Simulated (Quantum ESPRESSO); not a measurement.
IrHfRuMo2W3, one run as intended and one with a planted mistake

Simulated, not a measurement. The program is pw.x of Quantum ESPRESSO 7.5 (plane-wave density functional theory). The cell is made up: eight metal atoms on a face-centred cubic lattice, with elements, volume, strain and displacements drawn at random and not relaxed, so it may be unstable or far from any real phase. PseudoDojo standard norm-conserving files set the functional (PBE unless stated); there is no spin polarisation or spin-orbit coupling, the Fermi-Dirac width of 0.25 eV means electrons at about 2900 K, and the masses in the input are unused placeholders. The tin pseudopotential is less sure than most, with forces differing by about three percent from a second method on plain tin. Heavy elements are run without spin-orbit coupling, which real alloys of them have. A spin test at this wide smearing found no moment, but such smearing suppresses magnetism that the real alloy may have.

Intended input:

```
&control calculation='scf', pseudo_dir='./dojo.nc.sr.pbe.v0_5.standard.upf', outdir='./o', disk_io='minimal', tprnfor=.true., tstress=.true. /
&system ibrav=0, nat=8, ntyp=5, nbnd=76, ecutwfc=84.00895049, nosym=.true., tot_charge=0,
 occupations='smearing', smearing='fd', degauss=0.0183746611
/
&electrons conv_thr=1.470e-08, electron_maxstep=70, mixing_beta=0.5 /
ATOMIC_SPECIES
Hf 1.0 Hf.upf
Ir 1.0 Ir.upf
Mo 1.0 Mo.upf
Ru 1.0 Ru.upf
W 1.0 W.upf
CELL_PARAMETERS angstrom
2.0194 4.0388 2.0194
2.0194 -4.0388 2.0194
4.0388 0.0 -4.0388
ATOMIC_POSITIONS angstrom
Ir 0.0918 0.1041 0.0978
Hf 2.0971 0.1306 -1.9884
Ru 2.0518 -2.1075 -0.0693
Mo 4.0862 -1.8756 -2.0619
W 2.0431 2.0079 -0.0152
W 3.9176 2.1049 -2.0632
W 2.0413 0.0357 2.0476
Mo 4.1477 0.1649 0.0498
K_POINTS automatic
5 5 4 1 1 1
```

The log is shortened where brackets say so; the opening notice, blank lines, dates and the lines on written files are dropped, and the path of the files is cut. It prints rydbergs, bohrs and kilobars, and counts compression as positive stress. Its total energy is the free energy E - TS of the whole cell.

Log of the intended run:

```
     Program PWSCF v.7.5
     Parallel version (MPI & OpenMP), running on       4 processor cores
     Number of MPI processes:                 4
     Threads/MPI process:                     1
     [start-up lines left out]
     bravais-lattice index     =            0
     lattice parameter (alat)  =       9.3475  a.u.
     unit-cell volume          =     889.1676 (a.u.)^3
     number of atoms/cell      =            8
     number of atomic types    =            5
     number of electrons       =       115.00
     number of Kohn-Sham states=           76
     kinetic-energy cutoff     =      84.0090  Ry
     charge density cutoff     =     336.0358  Ry
     scf convergence threshold =      1.5E-08
     mixing beta               =       0.5000
     number of iterations used =            8  plain     mixing
     Exchange-correlation= PBE
                           (   1   4   3   4   0   0   0)
     [axes and pseudopotential details left out]
   Cartesian axes
     site n.     atom                  positions (alat units)
         1        Ir     tau(   1) = (   0.0185586   0.0210452   0.0197716  )
         2        Hf     tau(   2) = (   0.4239564   0.0264025  -0.4019812  )
         3        Ru     tau(   3) = (   0.4147984  -0.4260589  -0.0140099  )
         4        Mo     tau(   4) = (   0.8260791  -0.3791772  -0.4168402  )
         5        W      tau(   5) = (   0.4130396   0.4059234  -0.0030729  )
         6        W      tau(   6) = (   0.7919944   0.4255332  -0.4171030  )
         7        W      tau(   7) = (   0.4126757   0.0072172   0.4139493  )
         8        Mo     tau(   8) = (   0.8385121   0.0333367   0.0100677  )
     number of k points=    50  Fermi-Dirac smearing, width (Ry)=  0.0184
                       cart. coord. in units 2pi/alat
        k(    1) = (   0.1990210   0.0000000   0.0459279), wk =   0.0400000
        k(    2) = (   0.3521142   0.0000000  -0.1071652), wk =   0.0400000
     [further k points left out]
     Dense  grid:    92593 G-vectors     FFT dimensions: (  60,  60,  64)
     Estimated max dynamical RAM per process >     363.69 MB
     Estimated total dynamical RAM >       1.35 GB
     Initial potential from superposition of free atoms
     starting charge     114.9928, renormalised to     115.0000
     Starting wfcs are   80 randomized atomic wfcs
     total cpu time spent up to now is        5.5 secs
     per-process dynamical memory:   274.8 Mb
     Self-consistent Calculation
     iteration #  1     ecut=    84.01 Ry     beta= 0.50
     Davidson diagonalization with overlap
     ethr =  1.00E-02,  avg # of iterations =  2.9
     total cpu time spent up to now is       17.8 secs
     total energy              =   -1280.38628227 Ry
     estimated scf accuracy    <       2.00298050 Ry
     iteration #  2     ecut=    84.01 Ry     beta= 0.50
     Davidson diagonalization with overlap
     ethr =  1.74E-03,  avg # of iterations =  3.6
     total cpu time spent up to now is       31.2 secs
     total energy              =   -1279.67714201 Ry
     estimated scf accuracy    <      20.15583841 Ry
     [iterations 3 to 17 left out]
     iteration # 18     ecut=    84.01 Ry     beta= 0.50
     Davidson diagonalization with overlap
     ethr =  1.13E-10,  avg # of iterations =  1.3
     total cpu time spent up to now is      198.7 secs
     total energy              =   -1281.44806540 Ry
     estimated scf accuracy    <       0.00000002 Ry
     iteration # 19     ecut=    84.01 Ry     beta= 0.50
     Davidson diagonalization with overlap
     ethr =  2.03E-11,  avg # of iterations =  2.2
     total cpu time spent up to now is      208.8 secs
     End of self-consistent calculation
     [lines on levels left out]
!    total energy              =   -1281.44806540 Ry
     estimated scf accuracy    <          5.8E-09 Ry
     smearing contrib. (-TS)   =      -0.13666435 Ry
     internal energy E=F+TS    =   -1281.31140105 Ry
     The total energy is F=E-TS. E is the sum of the following terms:
     one-electron contribution =    -211.70879371 Ry
     hartree contribution      =     172.42637030 Ry
     xc contribution           =    -246.96955419 Ry
     ewald contribution        =    -995.05942345 Ry
     convergence has been achieved in  19 iterations
     Forces acting on atoms (cartesian axes, Ry/au):
     atom    1 type  2   force =    -0.01691379   -0.02548243   -0.03425341
     atom    2 type  1   force =    -0.04121246   -0.07752988    0.01116427
     atom    3 type  4   force =    -0.01957351    0.04525995    0.02580418
     atom    4 type  3   force =     0.02604754   -0.01852994   -0.04149481
     atom    5 type  5   force =    -0.02623447    0.05740332    0.06279266
     atom    6 type  5   force =     0.08696881    0.03822783   -0.01432766
     atom    7 type  5   force =     0.02060906    0.00496977   -0.01053830
     atom    8 type  3   force =    -0.02969118   -0.02431863    0.00085306
     Total force =     0.187015     Total SCF correction =     0.000106
     Computing stress (Cartesian axis) and pressure
          total   stress  (Ry/bohr**3)                   (kbar)     P=        6.55
  -0.00002353   0.00010163   0.00006360           -3.46       14.95        9.36
   0.00010163   0.00011534   0.00011947           14.95       16.97       17.57
   0.00006360   0.00011947   0.00004186            9.36       17.57        6.16
     init_run     :      5.23s CPU      5.43s WALL (       1 calls)
     electrons    :    199.15s CPU    203.29s WALL (       1 calls)
     forces       :      2.30s CPU      2.32s WALL (       1 calls)
     stress       :      7.79s CPU      7.92s WALL (       1 calls)
     [timing details left out]
     PWSCF        :   3m34.62s CPU   3m39.11s WALL
     JOB DONE.
```

A second run has one planted mistake: one atom is of a wrong element. The input lines that differ:

```
- &system ibrav=0, nat=8, ntyp=5, nbnd=76, ecutwfc=84.00895049, nosym=.true., tot_charge=0,
+ &system ibrav=0, nat=8, ntyp=6, nbnd=76, ecutwfc=84.00895049, nosym=.true., tot_charge=0,
+ Sn 1.0 Sn.upf
- W 2.0413 0.0357 2.0476
+ Sn 2.0413 0.0357 2.0476
```

Its log:

```
     Program PWSCF v.7.5
     Parallel version (MPI & OpenMP), running on       4 processor cores
     Number of MPI processes:                 4
     Threads/MPI process:                     1
     [start-up lines left out]
     bravais-lattice index     =            0
     lattice parameter (alat)  =       9.3475  a.u.
     unit-cell volume          =     889.1676 (a.u.)^3
     number of atoms/cell      =            8
     number of atomic types    =            6
     number of electrons       =       115.00
     number of Kohn-Sham states=           76
     kinetic-energy cutoff     =      84.0090  Ry
     charge density cutoff     =     336.0358  Ry
     scf convergence threshold =      1.5E-08
     mixing beta               =       0.5000
     number of iterations used =            8  plain     mixing
     Exchange-correlation= PBE
                           (   1   4   3   4   0   0   0)
     [axes and pseudopotential details left out]
   Cartesian axes
     site n.     atom                  positions (alat units)
         1        Ir     tau(   1) = (   0.0185586   0.0210452   0.0197716  )
         2        Hf     tau(   2) = (   0.4239564   0.0264025  -0.4019812  )
         3        Ru     tau(   3) = (   0.4147984  -0.4260589  -0.0140099  )
         4        Mo     tau(   4) = (   0.8260791  -0.3791772  -0.4168402  )
         5        W      tau(   5) = (   0.4130396   0.4059234  -0.0030729  )
         6        W      tau(   6) = (   0.7919944   0.4255332  -0.4171030  )
         7        Sn     tau(   7) = (   0.4126757   0.0072172   0.4139493  )
         8        Mo     tau(   8) = (   0.8385121   0.0333367   0.0100677  )
     number of k points=    50  Fermi-Dirac smearing, width (Ry)=  0.0184
                       cart. coord. in units 2pi/alat
        k(    1) = (   0.1990210   0.0000000   0.0459279), wk =   0.0400000
        k(    2) = (   0.3521142   0.0000000  -0.1071652), wk =   0.0400000
     [further k points left out]
     Dense  grid:    92593 G-vectors     FFT dimensions: (  60,  60,  64)
     Estimated max dynamical RAM per process >     367.56 MB
     Estimated total dynamical RAM >       1.37 GB
     Initial potential from superposition of free atoms
     starting charge     114.9918, renormalised to     115.0000
     Starting wfcs are   79 randomized atomic wfcs
     total cpu time spent up to now is        5.8 secs
     per-process dynamical memory:   274.1 Mb
     Self-consistent Calculation
     iteration #  1     ecut=    84.01 Ry     beta= 0.50
     Davidson diagonalization with overlap
     ethr =  1.00E-02,  avg # of iterations =  3.7
     total cpu time spent up to now is       18.7 secs
     total energy              =   -1286.30260920 Ry
     estimated scf accuracy    <       1.97397673 Ry
     iteration #  2     ecut=    84.01 Ry     beta= 0.50
     Davidson diagonalization with overlap
     ethr =  1.72E-03,  avg # of iterations =  3.5
     total cpu time spent up to now is       32.0 secs
     total energy              =   -1285.48044570 Ry
     estimated scf accuracy    <      20.62159799 Ry
     [iterations 3 to 16 left out]
     iteration # 17     ecut=    84.01 Ry     beta= 0.50
     Davidson diagonalization with overlap
     ethr =  5.37E-11,  avg # of iterations =  1.9
     total cpu time spent up to now is      191.7 secs
     total energy              =   -1287.34998275 Ry
     estimated scf accuracy    <       0.00000003 Ry
     iteration # 18     ecut=    84.01 Ry     beta= 0.50
     Davidson diagonalization with overlap
     ethr =  2.22E-11,  avg # of iterations =  1.8
     total cpu time spent up to now is      201.8 secs
     End of self-consistent calculation
     [lines on levels left out]
!    total energy              =   -1287.34998275 Ry
     estimated scf accuracy    <       0.00000001 Ry
     smearing contrib. (-TS)   =      -0.12134841 Ry
     internal energy E=F+TS    =   -1287.22863434 Ry
     The total energy is F=E-TS. E is the sum of the following terms:
     one-electron contribution =    -214.22454927 Ry
     hartree contribution      =     180.44959254 Ry
     xc contribution           =    -258.39425415 Ry
     ewald contribution        =    -995.05942345 Ry
     convergence has been achieved in  18 iterations
     Forces acting on atoms (cartesian axes, Ry/au):
     atom    1 type  2   force =    -0.01552582   -0.02532843   -0.03160721
     atom    2 type  1   force =    -0.03526056   -0.07187645    0.01575374
     atom    3 type  4   force =    -0.00406964    0.04305375    0.00464499
     atom    4 type  3   force =     0.00098638   -0.03540308   -0.01902624
     atom    5 type  6   force =     0.00730788    0.05756899    0.01920833
     atom    6 type  6   force =     0.04809395    0.02731718    0.02254392
     atom    7 type  5   force =     0.03154859    0.01904020   -0.01567649
     atom    8 type  3   force =    -0.03308079   -0.01437216    0.00415896
     Total force =     0.149242     Total SCF correction =     0.000327
     Computing stress (Cartesian axis) and pressure
          total   stress  (Ry/bohr**3)                   (kbar)     P=       75.99
   0.00041520   0.00007062   0.00004780           61.08       10.39        7.03
   0.00007062   0.00063226   0.00004673           10.39       93.01        6.87
   0.00004780   0.00004673   0.00050217            7.03        6.87       73.87
     init_run     :      5.39s CPU      5.60s WALL (       1 calls)
     electrons    :    191.87s CPU    196.05s WALL (       1 calls)
     forces       :      2.28s CPU      2.31s WALL (       1 calls)
     stress       :      7.91s CPU      8.05s WALL (       1 calls)
     [timing details left out]
     PWSCF        :   3m27.68s CPU   3m32.27s WALL
     JOB DONE.
```

```
                                            intended run  run with the mistake
                          free energy (eV)    -17434.989            -17515.289
         entropy term -TS, part of it (eV)        -1.859                -1.651
                            pressure (GPa)          0.66                  7.60
size of the largest force component (eV/Å)         2.236                 1.848
largest change of a force component (eV/Å)                               1.121
                                iterations            19                    18
```

For scale, a rerun of the intended cell at a higher cutoff and on a denser mesh moved values by no more than 0.010 eV in energy, 0.13 GPa in stress and 0.014 eV/Å in force, and a second program with other atomic files agreed on that cell to 2 % rms in force and 0.5 GPa in pressure. Files of another functional or element have another zero of energy, so the energy change says nothing on stability.